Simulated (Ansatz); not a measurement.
From the elastic tensor of Rh at 18 GPa (stress–strain coefficients) to moduli and sound speeds

These are results of Ansatz 0.2.0, DFT PBEsol, scalar-relativistic, plane waves, PAW, not measurements. Plane waves to 420 eV; Γ-centred k mesh 20×20×20; Fermi-Dirac smearing of 0.15 eV. No spin polarisation.

It takes space group Fm-3m (No. 225, cubic). The conventional cell has a = 3.717 Å, b = 3.717 Å, c = 3.717 Å, α = 90.00°, β = 90.00°, γ = 90.00°. Around Rh (site symmetry m-3m) lie 12 Rh at 2.63 Å.

In a metal, frequencies and elastic constants depend on the k mesh and the smearing, soft modes and shear constants most.

Relaxed-ion constants (GPa, on the Cartesian axes of the calculation):
C11 = 573.2, C12 = 281.5, C13 = 281.5, C22 = 573.2, C23 = 281.5, C33 = 573.2, C44 = 251.4, C55 = 251.4, C66 = 251.4 GPa; the others vanish.

Density 13.315 g/cm³; 1 atom in 12.83 Å³.

The values that follow are for a polycrystal of randomly turned grains, by Hill's mean where one number stands.

With S = C⁻¹: B_V = (C11+C22+C33+2(C12+C13+C23))/9, G_V = (C11+C22+C33−C12−C13−C23+3(C44+C55+C66))/15, 1/B_R = S11+S22+S33+2(S12+S13+S23), 15/G_R = 4(S11+S22+S33−S12−S13−S23)+3(S44+S55+S66); Hill is their mean. Then v_l = √((B+4G/3)/ρ), v_t = √(G/ρ), v_m = [(2/v_t³+1/v_l³)/3]^(−1/3) and Θ = (ħ/k_B)·v_m·(6π²n/V)^(1/3) for n atoms in the volume V; E = 9BG/(3B+G), ν = (3B−2G)/(2(3B+G)) and A^U = 5G_V/G_R + B_V/B_R − 6.

```json
{
  "Bulk modulus, Voigt / Reuss / Hill": "378.7 / 378.7 / 378.7 GPa",
  "Shear modulus, Voigt / Reuss / Hill": "209.2 / 194.9 / 202.1 GPa",
  "Young's modulus": "515 GPa",
  "Poisson ratio": "0.274",
  "Pugh ratio B/G": "1.87",
  "Universal anisotropy index": "0.36",
  "Longitudinal and transverse sound speeds": "6977 and 3896 m/s",
  "Debye temperature from the mean sound speed": "551 K"
}
```

Cost: 1 run of about 1.2 core-minutes, on AMD EPYC 7R43 (Zen 3) (shared hosts).